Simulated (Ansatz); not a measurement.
**Al (Im-3m), stationary points along a deformation path**

Computed with Ansatz 0.2.0, DFT PBEsol, scalar-relativistic, plane waves, PAW. The runs took a 420 eV cutoff, a Γ-centred 24×24×24 mesh and Gaussian smearing (0.15 eV). No spin polarisation. Energies are free energies at this smearing, counted from the undisturbed cell; pressure is positive in compression.

The starting cell (as given, not relaxed at this level; it stands at 2.2 GPa; this bcc form isn't the usual structure):

```
CELL_PARAMETERS angstrom
-1.59122 1.59122 1.59122
1.59122 -1.59122 1.59122
1.59122 1.59122 -1.59122
ATOMIC_POSITIONS crystal
Al 0.00000 0.00000 0.00000
```

At fixed volume and fractional coordinates, lengths along (0.577, 0.577, 0.577) are scaled against those across it; ρ is that ratio over its starting value. V = 16.116 Å³/atom. Δσ is the stress along the axis less the mean stress across it (compression positive).

| ρ | ΔE (meV/atom) | Δσ (GPa) | space group |
| --- | --- | --- | --- |
| 0.500 | 5541.0 | 352.42 | R-3m |
| 0.600 | 2207.3 | 191.64 | R-3m |
| 0.710 | 742.1 | 83.29 | R-3m |
| 0.850 | 119.3 | 24.87 | R-3m |
| 0.930 | 19.7 | 9.01 | R-3m |
| 1.000 | 0.0 | 0.00 | Im-3m |
| 1.080 | 17.6 | -6.51 | R-3m |
| 1.200 | 88.7 | -13.26 | R-3m |
| 1.410 | 248.4 | -14.81 | R-3m |
| 1.700 | 411.7 | -10.08 | R-3m |
| 2.000 | 478.0 | 0.00 | Pm-3m |

Problem. How does the stress give the slope of the energy, and where is the energy stationary?

Solution. Along the path d ln(length) is 2/3 d ln ρ on the axis and −1/3 d ln ρ across it, so dE/d ln ρ = −(2/3) V Δσ: the energy falls with ρ where Δσ is positive. Δσ vanishes or changes sign at ρ = 1.000 (Im-3m), a minimum at 0.0 meV/atom; at ρ = 2.000 (Pm-3m, an end of the scan), at 478.0 meV/atom. Pairs of stationary points between two samples would go unseen, and could change a minimum read from distant neighbours into a maximum. At ρ = 1.000, 2.000 the cell is cubic, where symmetry alone makes the stress isotropic and the slope zero.

Problem. Which shear constant sets the curvature at ρ = 1?

Solution. For a cubic crystal E/V = (2/3) C (ln ρ)² with C = C44, so Δσ = −2C ln ρ. The parabola of Δσ against ln ρ through ρ = 0.930, 1 and 1.080 gives C ≈ 52 GPa with the ions clamped, rough because the steps are large. It is the stress–strain coefficient at this cell's pressure of 2.2 GPa, not the zero-pressure constant.

In a metal these slopes depend on the k mesh and the smearing.